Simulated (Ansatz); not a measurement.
Si3Ge:
```cif
data_GeSi3
_chemical_formula_sum 'Si3 Ge1'
_space_group_name_H-M_alt 'P-4m2'
_space_group_IT_number 115
_space_group_name_Hall 'P -4 -2'
_cell_length_a 3.88113
_cell_length_b 3.88113
_cell_length_c 5.47823
_cell_angle_alpha 90.000
_cell_angle_beta 90.000
_cell_angle_gamma 90.000
loop_
_atom_site_label
_atom_site_type_symbol
_atom_site_symmetry_multiplicity
_atom_site_Wyckoff_symbol
_atom_site_fract_x
_atom_site_fract_y
_atom_site_fract_z
_atom_site_occupancy
Si1 Si 2 g 0.00000 0.50000 0.24483 1
Si2 Si 1 a 0.00000 0.00000 0.00000 1
Ge1 Ge 1 c 0.50000 0.50000 0.50000 1
```

Relaxed with PBEsol. The program Ansatz at the PBEsol level (PAW) gives a gap of 0.25 eV.

Q: What gap does HSE06 give on the same cell (Ansatz, PAW)?

A: 0.92 eV, 0.67 eV more. The hybrid was solved on a coarser mesh and at special points; the gap given is the minimum over both.

| k | v1 PBEsol | c1 PBEsol | v1 HSE06 | c1 HSE06 |
|---|---|---|---|---|
| Γ | 0.00 | 0.52 | … | … |
| Z | -1.84 | 0.82 | -1.97 | 1.51 |
| M | -2.89 | 0.25 | -3.13 | 0.92 |
| A | -3.86 | 4.11 | … | … |
| R | -1.12 | 0.90 | … | … |
| X | -1.28 | 2.10 | … | … |

Q: Top valence (v1) and lowest conduction level (c1) in eV from each method's valence maximum (which need not be a listed point): supply the withheld HSE06 values.

A: 
- A, v1 HSE06: -4.17
- A, c1 HSE06: 4.96
- X, v1 HSE06: -1.36
- X, c1 HSE06: 2.89
- R, v1 HSE06: -1.20
- R, c1 HSE06: 1.67
- Γ, v1 HSE06: 0.00
- Γ, c1 HSE06: 1.20

Cost on shared cores: the PBEsol run (SCF on a 7×7×5 mesh, then bands and DOS) very roughly 30 core-seconds, the HSE06 run (SCF on 5×5×4, then a few points) around 2.0 core-minutes (rough); the tasks are unlike.

The start of the workflow was typed in or built on a structure type; neither database checked (COD, Materials Project) lists it. Its standing as an ambient phase is unchecked. The PBEsol relaxation kept the symmetry of its start; its stability against distortions is not shown here. Spin–orbit coupling is left out wherever it is not named.

Potentials: the earlier of the program's two PAW sets. The files were generated under PBE; for other functionals the program regenerates the frozen cores, and for LDA and PBEsol the local potential too.
